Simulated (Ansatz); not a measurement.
# A plane-wave run on Ba2CrN3

The input, for Ansatz 0.2.0 (plane waves, PAW):

```yaml
crystal:
  lattice:
    - [5.890005, 0.0, 0.0]
    - [2.646233, 5.53204, 0.0]
    - [2.566962, 1.030841, 6.27641]
  atoms:
    - { symbol: Ba, position: [0.34312, 0.05436, 0.80488] }
    - { symbol: Ba, position: [0.65688, 0.94564, 0.19512] }
    - { symbol: Ba, position: [0.08398, 0.68416, 0.67076] }
    - { symbol: Ba, position: [0.91602, 0.31584, 0.32924] }
    - { symbol: Cr, position: [0.35986, 0.55818, 0.18368] }
    - { symbol: Cr, position: [0.64014, 0.44182, 0.81632] }
    - { symbol: "N", position: [0.129, 0.8568, 0.2391] }
    - { symbol: "N", position: [0.871, 0.1432, 0.7609] }
    - { symbol: "N", position: [0.309, 0.4133, 0.9924] }
    - { symbol: "N", position: [0.691, 0.5867, 0.0076] }
    - { symbol: "N", position: [0.3997, 0.3369, 0.4122] }
    - { symbol: "N", position: [0.6003, 0.6631, 0.5878] }
kpoints:
  mp_grid: { grid: [4, 4, 3], shift: [0.0, 0.0, 0.5] }
magnetization:
  spin_polarized: false
scf:
  occupations: { method: fermi_dirac, width: 0.0994 }
  lower_state_search: "off"
  max_iter: 200
hamiltonian:
  pseudopotentials: { kind: paw }
  xc: r2scan
basis:
  ecutwfc: 500
  fft_grid_basis: typed
output:
  forces: true
  stress: true
  eigenvalues: true
  populations: true
  elf: true
  write_potential: true
  volumetric_format: npy
  dos:
    e_range: [-12, 8]
    de: 0.05
    projected: { site_lists: { Ba: [Ba], Cr: [Cr], "N": ["N"] } }
  write_density: true
checkpoint:
  read: saved_state
```

Command:

```sh
ansatz run input.yaml --threads 1 --pin off --max-ram 2560MiB --backend cpu --events-out ev --progress --plain --runs-dir out
```

The saved state is an earlier solution for the same cell, perhaps on another mesh. 

Parts of the output:

```
SCF iter   1: F=-32943.7715 eV  Δρ=1.40e-3  dr2=1.34e-3  dr2_τ=2.19e-3
SCF iter   2: F=-32943.7705 eV  Δρ=1.19e-3  dr2=2.51e-3  dr2_τ=4.64e-4
SCF iter   3: F=-32943.7725 eV  Δρ=6.59e-4  dr2=1.71e-4  dr2_τ=3.41e-4
SCF iter   4: F=-32943.7726 eV  Δρ=1.61e-4  dr2=2.32e-5  dr2_τ=1.76e-5
SCF iter   5: F=-32943.7726 eV  Δρ=4.21e-5  dr2=2.75e-6  dr2_τ=8.71e-7
SCF iter   6: F=-32943.7726 eV  Δρ=2.06e-5  dr2=4.09e-7  dr2_τ=2.79e-7
SCF iter   7: F=-32943.7726 eV  Δρ=6.07e-6  dr2=9.28e-8  dr2_τ=1.20e-8
Free energy (F): -32943.7726 eV
Harris-Foulkes:  -32943.7726 eV  (|F-HF|=5.18e-8)
Internal energy: -32943.7650 eV  (E = F + TS)
E sigma→0 (E₀):  -32943.7688 eV
Entropy (-TS):   -0.0076 eV (-0.637 meV/atom)
Fermi energy:    11.4557 eV
--- Per-component energies (eV) ---
  E_band       = -560.8676
  E_kinetic    = 2143.9284
  E_local      = -6830.6908  (includes V_loc(G=0)·N_el)
  E_nonlocal   = 649.7791
  E_hartree    = 2820.6920
  E_xc         = -1267.5091
  E_vxc        = -1506.7324  (∫ρ·V_xc dr)
  E_paw        = -24177.7293  (= ΣΔE_a)
  E_vpaw       = -742.5493  (= ΣTr[D̂ρ^β])
  E_aug_tail   = 0.0006  (compensation charges beyond the density's cutoff)
  E_vtau       = 84.0016  (kinetic-family band-sum trace: ∫τ·v_τ [+ j·A + Jᵃ·Aᵃ] dr)
  E_ewald      = -6281.7954
  E_core_change = -0.4404  (= ΣΔE_core)
  E_smearing   = -0.0076  (= −TS)
--- Forces (eV/Å), atoms counted from 1 ---
  atom   1  Ba     0.0816     0.0729     0.0512
  atom   2  Ba    -0.0816    -0.0729    -0.0512
  atom   3  Ba    -0.1791     0.0904     0.1123
  atom   4  Ba     0.1791    -0.0904    -0.1123
  atom   5  Cr     0.1674    -0.1091    -0.0724
  atom   6  Cr    -0.1674     0.1091     0.0724
  atom   7  N      0.5402    -2.4834    -0.4694
  atom   8  N     -0.5402     2.4834     0.4694
  atom   9  N      2.3380     0.9202     0.1140
  atom  10  N     -2.3380    -0.9202    -0.1140
  atom  11  N     -0.3503     1.4291    -2.1234
  atom  12  N      0.3503    -1.4291     2.1234
--- Stress (GPa, compression-positive) ---
        1.6742       0.8807       0.2750
        0.8807      -0.9992       0.4332
        0.2750       0.4332       0.8187
  P = ⅓ Tr σ = 0.4979 GPa (4.979 kbar)
--- Löwdin populations: 12 sites ---
  site symbol       q [e]
     0     Ba      8.2353
     1     Ba      8.2353
     2     Ba      8.2325
     3     Ba      8.2325
     4     Cr     13.2784
     5     Cr     13.2784
     6      N      6.2108
     7      N      6.2108
     8      N      6.1149
     9      N      6.1149
    10      N      6.1425
    11      N      6.1425
  spilling = 0.0160 (of n_electrons = 98.0000)
```

Origin: a known structure type with other elements, at an estimated volume, so it need not be a known compound. Caveats: no spin polarisation, so a magnetic state may lie lower; atoms or cell far from equilibrium.

**Question.** How long did it run, and on what?

**Answer.** Cost: 65 s on 1 thread of Arm Neoverse V2, on a shared host, peak memory 1.1 GiB (start from a saved density).
